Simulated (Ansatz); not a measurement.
SnSe:
Space group Pnma (No. 62); a = 8.682 Å, b = 4.077 Å, c = 6.406 Å, α = 90.00°, β = 90.00°, γ = 90.00°

| atom | site | symmetry | x | y | z |
|---|---|---|---|---|---|
| Sn | 4c | .m. | 0.0074 | 0.7500 | 0.2324 |
| Se | 4c | .m. | 0.1787 | 0.2500 | 0.4084 |

Relaxed with r²SCAN.

Problem. Decompose the optical modes at the zone centre into irreducible representations, and say which are infrared and Raman allowed.

Solution. Point group mmm: Γ_opt = 4Ag + 2Au + 2B1g + 3B1u + 4B2g + B2u + 2B3g + 3B3u. Infrared: B1u, B2u, B3u. Raman: Ag, B1g, B2g, B3g.

Problem. Assign frequencies (DFPT, r²SCAN in the plane-wave PAW code Ansatz; without the LO–TO term).

Solution. B3u 29, Ag 31, Au 36, B2g 54, B1u 57, B1g 59, B3g 64, Ag 94, B2g 100, B3u 127, B2u 128, B1u 130, Ag 134, B2g 134, B1g 136, Au 139, B3g 139, B3u 167, Ag 173, B1u 183, B2g 185 cm⁻¹.

Subscripts of B labels follow the axes of the standard setting.

The cell was relaxed with r²SCAN under the symmetry of its start. The volume moved by 45 % from the start of the relaxation. Spin–orbit coupling is left out wherever it is not named.

Potentials: the later of the program's two PAW sets.
